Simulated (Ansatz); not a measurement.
The relaxed structure here is a generated cell of Cu: the first start was made by placing the elements on the sites of a structure type, and the end was not matched to a known phase here, so it may be hypothetical. Known forms of Cu include space group No. 225.

The end point of a relaxation of Cu. Space group Im-3m (No. 229), bcc (W type). Level of theory: r2SCAN (plane waves to 500 eV, PAW, scalar-relativistic; Ansatz, a first-principles code).

```cif
data_Cu2
_chemical_formula_sum 'Cu2'
_space_group_name_H-M_alt 'Im-3m'
_space_group_IT_number 229
_space_group_name_Hall '-I 4 2 3'
_cell_length_a 2.84394
_cell_length_b 2.84394
_cell_length_c 2.84394
_cell_angle_alpha 90.000
_cell_angle_beta 90.000
_cell_angle_gamma 90.000
loop_
_atom_site_label
_atom_site_type_symbol
_atom_site_symmetry_multiplicity
_atom_site_Wyckoff_symbol
_atom_site_fract_x
_atom_site_fract_y
_atom_site_fract_z
_atom_site_occupancy
Cu1 Cu 2 a 0.00000 0.00000 0.00000 1
```
(The calculation used a cell of 1 atom; values per cell refer to that cell.)

```yaml
volume_per_atom: 11.50 Å³
band_gap: zero (metallic)
shortest_distances: Cu–Cu 2.46 Å
k-mesh: 23×23×23
```

No spin polarisation in the result.

The run could not lower the symmetry of its start; a shaken copy of this end point relaxes with r2SCAN to Fm-3m (No. 225), 0.04 eV/atom lower.
